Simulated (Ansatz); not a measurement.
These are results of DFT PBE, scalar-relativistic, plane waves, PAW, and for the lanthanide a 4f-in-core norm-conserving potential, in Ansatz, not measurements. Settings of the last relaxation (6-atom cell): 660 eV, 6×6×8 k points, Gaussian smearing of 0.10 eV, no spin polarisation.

Energies over the elements count from the elements' standard structures at the same level, with no fitted energy shifts.

Q: Suggest a trial structure for a hexagonal metal with formula NdAg₃Sb₂, with a formation energy near −0.18 eV/atom and about 24 Å³ per atom, in a cell of 6 atoms.

A: NdAg₃Sb₂, space group P6/mmm (No. 191). Around Nd lie 6 Sb at 3.40 Å and 12 Ag at 3.80 Å; Ag is surrounded by 4 Sb at 2.93 Å, 4 Ag at 2.95 Å and 4 Nd at 3.80 Å; around Sb lie 6 Ag at 2.93 Å, 3 Nd at 3.40 Å and 3 Sb at 3.40 Å.

```cif
data_structure
_symmetry_space_group_name_H-M 'P6/mmm'
_symmetry_Int_Tables_number 191
_cell_length_a 5.8955
_cell_length_b 5.8955
_cell_length_c 4.7816
_cell_angle_alpha 90.000
_cell_angle_beta 90.000
_cell_angle_gamma 120.000
_cell_volume 143.93
loop_
_atom_site_label
_atom_site_type_symbol
_atom_site_symmetry_multiplicity
_atom_site_Wyckoff_symbol
_atom_site_fract_x
_atom_site_fract_y
_atom_site_fract_z
_atom_site_occupancy
Nd1 Nd 1 b 0.00000 0.00000 0.50000 1
Ag1 Ag 3 f 0.00000 0.50000 0.00000 1
Sb1 Sb 2 d 0.66667 0.33333 0.50000 1
```

- Volume per atom: 23.99 Å³
- Density: 8.21 g/cm³
- Energy over the elements: −0.18 eV/atom
- Gap on the 6×6×8 mesh of the 6-atom cell: 0 eV (a metal)

It was reached by relaxing an invented guess, and it needn't be the stable form of this composition. The answer needn't be unique; the calculation gave this one.

Spin–orbit coupling, which can matter for Sb, is left out. Symmetry constrained the relaxation, so the result can be a saddle point.

The lanthanide is trivalent by construction, without f bands, f moments or other valences. The reference runs of the other elements, and any phases without the lanthanide, used 420 eV, which shifts energies against them by under 10 meV/atom. The lanthanide's reference is the lowest of its hcp, dhcp and fcc cells.
